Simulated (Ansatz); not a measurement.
BeS:
```
BeS
1.0
    2.92556     0.00000     0.00000
    0.00000     2.92556     0.00000
    0.00000     0.00000     2.92556
Be S
1 1
Direct
  0.00000   0.00000   0.00000
  0.50000   0.50000   0.50000
```

Relaxed with PBE. Special points in fractions of this cell's reciprocal vectors: Γ (0.000, 0.000, 0.000); X (0.000, 0.500, 0.000); M (0.500, 0.500, 0.000); R (0.500, 0.500, 0.500).

Task: List the band energies nearest the Fermi level at these points for PBE (plane waves, PAW; program Ansatz).

Result: In eV from the Fermi level; about four levels below and three above (degenerate sets whole), none deeper than 8.9 eV; … stands for higher levels left out; points with the same levels are listed once.

| k | below | above |
|---|---|---|
| Γ | -1.55 -1.55 -1.55 | 1.89 5.14 5.14 |
| X | -8.55 | 0.20 0.20 3.72 |
| M | -6.76 -6.76 -1.59 | 1.20 7.93 7.93 |
| R | -4.34 -4.34 -4.34 -0.41 -0.41 -0.41 | … |

Space group Pm-3m (CsCl type). The cell is a constructed one: a structure type filled with these elements; neither database checked (COD, Materials Project) lists it. COD files the formula under space group No. 216, so this cell is another polymorph or a model. Whether it is the stable phase at ambient conditions was not checked. The cell was relaxed with PBE under the symmetry of its start; whether a distortion lowers the energy is not shown.

Potentials: the later of the program's two PAW sets.
